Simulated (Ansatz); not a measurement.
Method: Ansatz, DFT PBEsol, scalar-relativistic, plane waves, PAW.

Structure of ZrSiRu:

```
Zr Si Ru
1.0
     6.63478    0.00000    0.00000
    -3.31739    5.74589    0.00000
     0.00000    0.00000    3.67945
Zr Si Ru
3 3 3
Direct
  0.58546 0.00000 0.50000
  0.41454 0.41454 0.50000
  0.00000 0.58546 0.50000
  0.00000 0.00000 0.50000
  0.33333 0.66667 0.00000
  0.66667 0.33333 0.00000
  0.24434 0.00000 0.00000
  0.75566 0.75566 0.00000
  0.00000 0.24434 0.00000
```

Cutoff 420 eV; k points 6×6×10 on the computed 9-atom cell (Γ-centred); Gaussian smearing, width 0.10 eV; no spin polarisation.

Levels along Γ–M–K–Γ–A–L–H–A | L–M | H–K, in eV from the Fermi level, sorted by energy at each point. Points in fractions of the primitive reciprocal vectors: Γ (0.000 0.000 0.000), M (0.500 0.000 0.000), K (0.333 0.333 0.000), A (0.000 0.000 0.500), L (0.500 0.000 0.500), H (0.333 0.333 0.500).
| point | k (1/Å, with 2π) | band 45 | band 46 | band 47 | band 48 | band 49 | band 50 | band 51 |
| --- | --- | --- | --- | --- | --- | --- | --- | --- |
| Γ | 0.000 | -1.52 | -0.15 | 0.26 | 0.26 | 0.30 | 0.60 | 0.62 |
| - | 0.078 | -1.49 | -0.21 | 0.26 | 0.27 | 0.28 | 0.51 | 0.62 |
| - | 0.156 | -1.41 | -0.36 | 0.12 | 0.28 | 0.34 | 0.35 | 0.64 |
| - | 0.234 | -1.33 | -0.54 | -0.15 | 0.26 | 0.29 | 0.42 | 0.65 |
| - | 0.312 | -1.30 | -0.69 | -0.45 | 0.20 | 0.25 | 0.48 | 0.74 |
| - | 0.391 | -1.19 | -0.80 | -0.74 | 0.13 | 0.18 | 0.52 | 0.88 |
| - | 0.469 | -0.98 | -0.98 | -0.84 | -0.07 | 0.17 | 0.56 | 0.81 |
| M | 0.547 | -1.09 | -1.01 | -0.72 | -0.20 | 0.17 | 0.57 | 0.78 |
| - | 0.592 | -1.06 | -1.01 | -0.70 | -0.19 | 0.15 | 0.58 | 0.76 |
| - | 0.637 | -1.03 | -0.97 | -0.66 | -0.18 | 0.09 | 0.60 | 0.71 |
| - | 0.682 | -1.04 | -0.85 | -0.59 | -0.16 | 0.00 | 0.62 | 0.63 |
| - | 0.727 | -1.06 | -0.72 | -0.52 | -0.14 | -0.10 | 0.55 | 0.65 |
| - | 0.772 | -1.09 | -0.59 | -0.43 | -0.21 | -0.14 | 0.46 | 0.67 |
| - | 0.817 | -1.12 | -0.47 | -0.34 | -0.30 | -0.17 | 0.40 | 0.68 |
| K | 0.862 | -1.15 | -0.38 | -0.38 | -0.24 | -0.24 | 0.37 | 0.68 |
| - | 0.953 | -1.06 | -0.52 | -0.46 | -0.33 | -0.03 | 0.48 | 0.66 |
| - | 1.043 | -1.07 | -0.75 | -0.42 | -0.33 | 0.19 | 0.57 | 0.72 |
| - | 1.133 | -1.31 | -0.72 | -0.26 | -0.25 | 0.37 | 0.46 | 0.68 |
| - | 1.223 | -1.32 | -0.60 | -0.10 | -0.01 | 0.37 | 0.41 | 0.62 |
| - | 1.313 | -1.38 | -0.42 | 0.09 | 0.25 | 0.32 | 0.34 | 0.64 |
| - | 1.404 | -1.48 | -0.23 | 0.25 | 0.28 | 0.28 | 0.48 | 0.63 |
| Γ | 1.494 | -1.52 | -0.15 | 0.26 | 0.26 | 0.30 | 0.60 | 0.62 |
| - | 1.616 | -1.35 | -0.47 | 0.33 | 0.33 | 0.37 | 0.55 | 0.71 |
| - | 1.738 | -1.14 | -0.96 | 0.03 | 0.56 | 0.56 | 0.74 | 0.85 |
| - | 1.860 | -1.02 | -1.02 | -0.30 | 0.75 | 0.93 | 0.93 | 0.95 |
| - | 1.982 | -0.94 | -0.94 | -0.59 | 0.55 | 0.69 | 0.69 | 0.75 |
| - | 2.104 | -0.85 | -0.85 | -0.80 | -0.09 | 0.28 | 0.28 | 0.74 |
| - | 2.226 | -0.93 | -0.77 | -0.77 | -0.70 | -0.15 | -0.15 | 0.73 |
| A | 2.348 | -1.10 | -0.97 | -0.84 | -0.84 | -0.35 | -0.35 | 0.73 |
| - | 2.426 | -1.10 | -0.98 | -0.86 | -0.83 | -0.41 | -0.39 | 0.73 |
| - | 2.504 | -1.11 | -1.00 | -0.94 | -0.82 | -0.53 | -0.49 | 0.72 |
| - | 2.582 | -1.14 | -1.10 | -1.03 | -0.88 | -0.59 | -0.56 | 0.71 |
| - | 2.660 | -1.20 | -1.08 | -1.05 | -1.04 | -0.61 | -0.55 | 0.72 |
| - | 2.738 | -1.22 | -1.20 | -1.08 | -1.05 | -0.59 | -0.53 | 0.72 |
| - | 2.816 | -1.36 | -1.20 | -1.09 | -1.03 | -0.57 | -0.52 | 0.73 |
| L | 2.894 | -1.41 | -1.20 | -1.10 | -1.02 | -0.56 | -0.51 | 0.73 |
| - | 2.939 | -1.42 | -1.20 | -1.10 | -1.01 | -0.56 | -0.51 | 0.73 |
| - | 2.985 | -1.46 | -1.20 | -1.11 | -0.98 | -0.57 | -0.51 | 0.71 |
| - | 3.030 | -1.51 | -1.19 | -1.12 | -0.95 | -0.57 | -0.51 | 0.69 |
| - | 3.075 | -1.57 | -1.19 | -1.14 | -0.92 | -0.56 | -0.51 | 0.67 |
| - | 3.120 | -1.63 | -1.19 | -1.15 | -0.89 | -0.56 | -0.52 | 0.65 |
| - | 3.165 | -1.67 | -1.18 | -1.16 | -0.88 | -0.55 | -0.53 | 0.64 |
| H | 3.210 | -1.71 | -1.17 | -1.17 | -0.87 | -0.54 | -0.54 | 0.64 |
| - | 3.300 | -1.53 | -1.18 | -1.15 | -0.89 | -0.56 | -0.52 | 0.65 |
| - | 3.390 | -1.33 | -1.19 | -1.12 | -0.95 | -0.59 | -0.51 | 0.67 |
| - | 3.481 | -1.19 | -1.14 | -1.08 | -1.01 | -0.60 | -0.52 | 0.69 |
| - | 3.571 | -1.20 | -1.09 | -1.04 | -0.93 | -0.61 | -0.54 | 0.70 |
| - | 3.661 | -1.11 | -1.01 | -1.00 | -0.82 | -0.56 | -0.51 | 0.71 |
| - | 3.751 | -1.10 | -0.98 | -0.87 | -0.82 | -0.43 | -0.40 | 0.72 |
| A | 3.841 | -1.10 | -0.97 | -0.84 | -0.84 | -0.35 | -0.35 | 0.73 |
| L | 3.841 | -1.41 | -1.20 | -1.10 | -1.02 | -0.56 | -0.51 | 0.73 |
| - | 3.963 | -1.45 | -1.19 | -1.18 | -0.86 | -0.29 | -0.19 | 0.72 |
| - | 4.085 | -1.64 | -1.11 | -1.10 | -0.50 | 0.15 | 0.33 | 0.70 |
| - | 4.207 | -1.42 | -1.07 | -0.99 | -0.10 | 0.49 | 0.58 | 0.74 |
| - | 4.329 | -1.16 | -1.06 | -0.89 | 0.19 | 0.46 | 0.48 | 0.96 |
| - | 4.451 | -1.09 | -0.92 | -0.84 | 0.20 | 0.37 | 0.38 | 1.10 |
| - | 4.573 | -1.13 | -0.91 | -0.77 | -0.06 | 0.23 | 0.50 | 0.94 |
| M | 4.695 | -1.09 | -1.01 | -0.72 | -0.20 | 0.17 | 0.57 | 0.78 |
| H | 4.695 | -1.71 | -1.17 | -1.17 | -0.87 | -0.54 | -0.54 | 0.64 |
| - | 4.817 | -1.67 | -1.22 | -1.22 | -0.73 | -0.26 | -0.26 | 0.65 |
| - | 4.939 | -1.65 | -1.18 | -1.18 | -0.39 | 0.21 | 0.21 | 0.71 |
| - | 5.061 | -1.63 | -1.06 | -1.06 | -0.01 | 0.56 | 0.56 | 0.81 |
| - | 5.183 | -1.44 | -0.93 | -0.93 | 0.26 | 0.61 | 0.61 | 0.95 |
| - | 5.305 | -1.25 | -0.79 | -0.79 | 0.36 | 0.39 | 0.39 | 0.85 |
| - | 5.427 | -1.16 | -0.61 | -0.61 | 0.05 | 0.05 | 0.37 | 0.72 |
| K | 5.549 | -1.15 | -0.38 | -0.38 | -0.24 | -0.24 | 0.37 | 0.68 |